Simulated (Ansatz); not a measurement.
A relaxed cell of MgCd3Te4 is given with its symmetry left out. The cell was found from a structure generator's guess, not taken from experiment.

The calculation used DFT PBE, scalar-relativistic, plane waves, PAW in Ansatz. Cutoff 420 eV, Γ-centred mesh, Gaussian smearing, no spin polarisation.

```yaml
crystal:
  lattice:
    - [4.66957, 0.00000, 0.00000]
    - [0.00000, 4.66957, 0.00000]
    - [0.00000, 0.00000, 13.13422]
  atoms:
    - { symbol: Mg, position: [0.00000, 0.00000, 0.50000] }
    - { symbol: Cd, position: [0.00000, 0.00000, 0.00000] }
    - { symbol: Cd, position: [0.50000, 0.50000, 0.25249] }
    - { symbol: Cd, position: [0.50000, 0.50000, 0.74752] }
    - { symbol: Te, position: [0.50000, 0.00000, 0.37928] }
    - { symbol: Te, position: [0.00000, 0.50000, 0.62072] }
    - { symbol: Te, position: [0.50000, 0.00000, 0.87378] }
    - { symbol: Te, position: [0.00000, 0.50000, 0.12622] }
```

The zero of energy is the elements' standard structures at the same level; no fitted shifts are applied.

Task: What space group does it have?

Result: P-4m2 (No. 115), with Mg and Cd ordered on zinc blende sites. Conventional cell: a = 4.670 Å, c = 13.134 Å. Around Mg lie 4 Te at 2.82 Å; around Cd on a site of symmetry -4m2 lie 4 Te at 2.86 Å; around Cd on a site of symmetry 2mm lie 4 Te at 2.86–2.87 Å; around Te on its first site lie 2 Mg at 2.82 Å and 2 Cd at 2.87 Å; 1 more site not described.

Task: What is its formation energy per atom?

Result: −0.566 eV/atom. Whether it is stable depends on the other phases of the system, which aren't compared here.

Task: Is it a metal?

Result: No, the gap on the 6×6×2 mesh is 0.96 eV.

The last run used a 6×6×2 mesh (in the run's order of axes) for its 8-atom cell and Gaussian smearing of 0.02 eV. Spin–orbit coupling, which can matter for Te, is left out. Kohn–Sham gaps at this level usually fall short of measured ones. The missing spin–orbit coupling can work the other way here. The reference form of Te is held partly by dispersion forces, which this level lacks. A structure relaxed within its symmetry needn't be a true minimum.
